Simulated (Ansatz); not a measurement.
Theory: DFT, LDA (PW92), plane waves (420 eV) with PAW, scalar-relativistic in Ansatz 0.2.0. The PAW files were generated under PBE, with cores re-solved for the functional.

An element in the diamond structure gives this curve. The cell is scaled uniformly from the relaxed one, with fractional coordinates and shape fixed. Energies are extrapolated to zero smearing, pressures are those at the given smearing. Magnetic state: spin not included.

| V (Å³/atom) | E − E₀ (meV/atom) | P (GPa) |
| --- | --- | --- |
| 24.409 | 59.5 | 6.56 |
| 25.518 | 23.8 | 3.95 |
| 26.628 | 5.0 | 1.75 |
| 27.737 | 0.3 | -0.03 |
| 28.847 | 6.7 | -1.49 |
| 29.956 | 22.5 | -2.76 |
| 31.066 | 47.1 | -3.86 |

(1) Which element is it?
A. gold
B. tantalum
C. zirconium
D. silver

Results:

(1) C. Its fit is V₀ = 27.63 Å³/atom, B₀ = 42 GPa, B₀′ = 3.6.
